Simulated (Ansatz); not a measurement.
TiS$_{2}$ (CdI2 type)

```yaml
crystal:
  lattice:
    - [3.36050, 0.00000, 0.00000]
    - [-1.68025, 2.91028, 0.00000]
    - [0.00000, 0.00000, 5.52286]
  atoms:
    - { symbol: Ti, position: [0.00000, 0.00000, 0.00000] }
    - { symbol: S, position: [0.33333, 0.66667, 0.25856] }
    - { symbol: S, position: [0.66667, 0.33333, 0.74144] }
```

Two coordinates are scanned: the volume, and the ratio of the stretch along z (the conventional c axis) to the stretch across it. Atoms keep their fractional coordinates.

The numbers are results of PBE-D3(BJ) (plane waves to 420 eV, PAW, scalar-relativistic; Ansatz, a program for electronic structure), not measurements. k mesh 16×16×9 (Γ-centred), Fermi-Dirac smearing 0.05 eV. E stands for the smeared free energy. As the atoms are clamped, bonds stretch with the cell, which overstates energies and stresses. With partly filled bands, the response to shear is sensitive to the k mesh, so small differences along c/a are uncertain. At this level the bands of TiS2 touch or barely overlap. The PAW data are Ansatz's earlier set. TiS2 is run without spin polarisation. TiS2 was relaxed with its symmetry unable to fall. The zero of ΔE is the relaxed starting cell.

```
ΔE (meV/atom)         V/V₀ = 0.920  V/V₀ = 0.947  V/V₀ = 0.973  V/V₀ = 1.000  V/V₀ = 1.027  V/V₀ = 1.053  V/V₀ = 1.080
--------------------  ------------  ------------  ------------  ------------  ------------  ------------  ------------
(c/a)/(c/a)₀ = 0.920            69            44    (withheld)    (withheld)    (withheld)            40            58
(c/a)/(c/a)₀ = 0.947            55    (withheld)            15            11            15    (withheld)            44
(c/a)/(c/a)₀ = 0.973            47    (withheld)             7             3             7            18            36
(c/a)/(c/a)₀ = 1.000            44            19             4             0             4            16            34
(c/a)/(c/a)₀ = 1.027            46    (withheld)             7             3             7            18            36
(c/a)/(c/a)₀ = 1.053            53    (withheld)            14            10            14    (withheld)            44
(c/a)/(c/a)₀ = 1.080            64            39    (withheld)    (withheld)    (withheld)            38            56
```

Q: Fill in the missing entries.

A: 
- (c/a)/(c/a)₀ = 0.920, V/V₀ = 0.973: 29
- (c/a)/(c/a)₀ = 0.920, V/V₀ = 1.000: 25
- (c/a)/(c/a)₀ = 0.920, V/V₀ = 1.027: 29
- (c/a)/(c/a)₀ = 0.947, V/V₀ = 0.947: 30
- (c/a)/(c/a)₀ = 0.947, V/V₀ = 1.053: 26
- (c/a)/(c/a)₀ = 0.973, V/V₀ = 0.947: 21
- (c/a)/(c/a)₀ = 1.027, V/V₀ = 0.947: 21
- (c/a)/(c/a)₀ = 1.053, V/V₀ = 0.947: 28
- (c/a)/(c/a)₀ = 1.053, V/V₀ = 1.053: 26
- (c/a)/(c/a)₀ = 1.080, V/V₀ = 0.973: 26
- (c/a)/(c/a)₀ = 1.080, V/V₀ = 1.000: 22
- (c/a)/(c/a)₀ = 1.080, V/V₀ = 1.027: 26

(A scan under strain: stresses follow from slopes of the energy per volume, elastic moduli from its curvatures.)
